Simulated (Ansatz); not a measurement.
## ZnSnN2: from a starting cell to a relaxed one

The start is a relaxed ZnSnN2 cell displaced along its unstable phonon at q = Γ (413i cm⁻¹), largest move 0.15 Å. A full variable-cell relaxation at zero pressure is run with PBEsol (plane waves to 420 eV, PAW, scalar-relativistic; Ansatz, a first-principles code). The first steps use a coarse 8×8×11 k-mesh.

The start:
```yaml
crystal:
  lattice:
    - [4.11780, 0.00000, 0.00000]
    - [0.00000, 4.11780, 0.00000]
    - [0.00000, 0.00000, 3.03999]
  atoms:
    - { symbol: Zn, position: [0.50000, 0.50000, 0.50000] }
    - { symbol: Sn, position: [0.00000, 0.00000, 0.00000] }
    - { symbol: N, position: [0.00000, 0.50000, 0.04934] }
    - { symbol: N, position: [0.50000, 0.00000, 0.95066] }
```

Q: What is the largest force in the starting geometry, and on which atom (counted from 1)?

A: 1.21 eV/Å, on N3, N4 (atoms numbered as listed).

Q: How does the volume change?

A: +3.7 %, from 12.89 to 13.36 Å³/atom.

Q: Is the parent structure recovered?

A: It does not go back: it reaches P-4m2 (No. 115), 1.07 eV/atom below the parent.

Q: How do the shortest distances between atoms change?

A: The closest pairs of elements (up to four, under 3.6 Å), start → end: N–Zn 2.47 → 2.03 Å; N–Sn 2.06 → 2.08 Å; N–N 2.93 → 3.30 Å; Zn–Zn 3.04 → 3.38 Å.

Q: What band gap does the relaxed structure have at this level?

A: Zero (the bands touch at this level, without spin-orbit coupling). The gap comes from the SCF mesh and the high-symmetry points alone.

Q: What does it relax into? Give the structure.

A: 
```cif
data_N2SnZn
_chemical_formula_sum 'Zn1 Sn1 N2'
_space_group_name_H-M_alt 'P-4m2'
_space_group_IT_number 115
_space_group_name_Hall 'P -4 -2'
_cell_length_a 3.37739
_cell_length_b 3.37739
_cell_length_c 4.68449
_cell_angle_alpha 90.000
_cell_angle_beta 90.000
_cell_angle_gamma 90.000
loop_
_atom_site_label
_atom_site_type_symbol
_atom_site_symmetry_multiplicity
_atom_site_Wyckoff_symbol
_atom_site_fract_x
_atom_site_fract_y
_atom_site_fract_z
_atom_site_occupancy
Zn1 Zn 1 c 0.50000 0.50000 0.50000 1
Sn1 Sn 1 a 0.00000 0.00000 0.00000 1
N1 N 2 g 0.00000 0.50000 0.25765 1
```

Final values are on a 14×14×10 k-mesh of the relaxed cell. No spin polarisation in the result.

The run could not lose the symmetry of its start: the end is stationary, and may be a saddle point rather than a minimum.

The relaxed structure here is a generated cell of ZnSnN2: the first start was made by placing the elements on the sites of a structure type, and the end was not matched to a known phase here, so it may be hypothetical.
